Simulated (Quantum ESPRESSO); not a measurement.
Al₂ZnSiN₄ (made-up cell) (calculated)

Calculation on a made-up crystal cell, not a measurement, run twice, once with a planted mistake found by running each candidate: periodic Kohn-Sham density functional theory in plane waves with PseudoDojo standard norm-conserving scalar-relativistic pseudopotentials, each functional with its own files (v0.5 for PBE, v0.4.1 for LDA and PBEsol), no spin polarisation, no spin-orbit coupling, atoms not relaxed, stress positive in tension, energies less a fixed whole-eV offset for each atom's element; levels are Kohn-Sham levels at fractions of this cell's reciprocal vectors, counted from the reference band (half the neutral cell's valence electrons, rounded up) at Gamma; error bars cover cutoff and k-mesh only, not smearing or the files; a charged cell sits in a uniform background, with energy and stress on this program's zero of potential; each bar is the largest change over components, and at least 0.002 eV, 0.002 eV per angstrom or 0.02 GPa; energies are for the whole cell, and the offsets were chosen from early runs and are not element reference energies; a distance is the largest change of any value in units of its error bar, a scale change is of lengths, and a coarse mesh keeps the half-step shift. Program: Quantum ESPRESSO 7.5.

```yaml
- formula: Al2ZnSiN4
  kind: "made-up cell"
  intended_structure:
    cell_angstrom: [[3.1025, 0.0, 0.0], [0.0, 5.3737, 0.0], [0.0, 0.0, 5.0664]]
    atoms_fractional:
      - [Zn, -0.00177, -0.00616, -0.00876]
      - [Al, 0.4899, 0.49443, 0.00116]
      - [Si, 0.54018, 0.17578, 0.50014]
      - [Al, 0.00629, 0.6778, 0.49055]
      - ["N", -0.01051, 0.00043, 0.37188]
      - ["N", 0.48925, 0.50451, 0.36049]
      - ["N", 0.50169, 0.17521, 0.86776]
      - ["N", -0.03703, 0.66146, 0.87476]
  given:
    lattice_type: wurtzite
    intended_functional: pbe
    "intended_cutoff [eV]": 1143
    "intended_fermi_dirac_smearing [eV]": 0.025
    "intended_scf_tolerance [eV]": 1.0e-07
    intended_electrons_removed: 0
    "healthy_free_energy_less_offsets [eV]": -3.386
    "healthy_smearing_term_minus_ts [eV]": 0.0
    healthy_scf_iterations: 12
    "healthy_pressure [GPa]": 2.55
    "healthy_stress_xx [GPa]": -1.14
    "healthy_stress_yy [GPa]": -6.93
    "healthy_stress_zz [GPa]": 0.43
    "healthy_stress_yz [GPa]": -0.94
    "healthy_stress_xz [GPa]": 0.99
    "healthy_stress_xy [GPa]": -1.37
    "faulty_free_energy_less_offsets [eV]": -3.393
    "faulty_smearing_term_minus_ts [eV]": 0.0
    faulty_scf_iterations: 13
    "faulty_pressure [GPa]": -0.75
    "faulty_stress_xx [GPa]": 1.92
    "faulty_stress_yy [GPa]": -3.38
    "faulty_stress_zz [GPa]": 3.72
    "faulty_stress_yz [GPa]": -0.89
    "faulty_stress_xz [GPa]": 0.76
    "faulty_stress_xy [GPa]": -1.49
    candidate_k_points_along_each_vector: 2
    "candidate_cutoff [eV]": 584
    "candidate_smearing [eV]": 0.61
    candidate_functional: pbesol
    "candidate_scf_tolerance [eV]": 0.6
    candidate_electrons_removed: 1
    "candidate_scale_change [percent]": 0.57
    candidate_first_exchanged_site: 2
    candidate_second_exchanged_site: 3
    intended_k_mesh: "6 x 4 x 4, shifted by half a step"
    structure_shown: "as intended, without the mistake"
    atom_site: [1, 2, 3, 4, 5, 6, 7, 8]
    "atom_energy_offset [eV]": [-5687, -64, -115, -64, -283, -283, -283, -283]
    healthy_force_site: [1, 2, 3, 4, 5, 6, 7, 8]
    "healthy_force_x [eV/angstrom]": [0.218, -0.917, -1.546, -0.749, 0.806, 0.836, -0.009, 1.36]
    "healthy_force_y [eV/angstrom]": [0.319, 0.797, 0.45, -1.288, 2.565, -1.949, 0.815, -1.709]
    "healthy_force_z [eV/angstrom]": [-0.665, -2.484, 1.897, 1.896, 2.31, 1.99, -3.665, -1.278]
    faulty_force_site: [1, 2, 3, 4, 5, 6, 7, 8]
    "faulty_force_x [eV/angstrom]": [0.196, -0.856, -1.467, -0.728, 0.729, 0.809, 0.005, 1.312]
    "faulty_force_y [eV/angstrom]": [0.299, 0.772, 0.437, -1.244, 2.478, -1.899, 0.817, -1.659]
    "faulty_force_z [eV/angstrom]": [-0.68, -2.434, 1.897, 1.856, 2.262, 1.906, -3.582, -1.224]
    candidate_mistake: ["coarse kmesh", "low cutoff", "wide smearing", "wrong functional", "loose scf", "wrong charge", "cell scaled", "atoms exchanged"]
  results:
    fault_kind: "cell scaled"
    other_mistakes_run: 7
    "distance_from_healthy [error bars]": 105.5
    "distance_from_nearest_other_mistake [error bars]": 49.02
    "healthy_error_bar_energy [eV]": 0.002
    "healthy_error_bar_stress [GPa]": 0.03366
    "healthy_error_bar_force [eV/angstrom]": 0.002
```
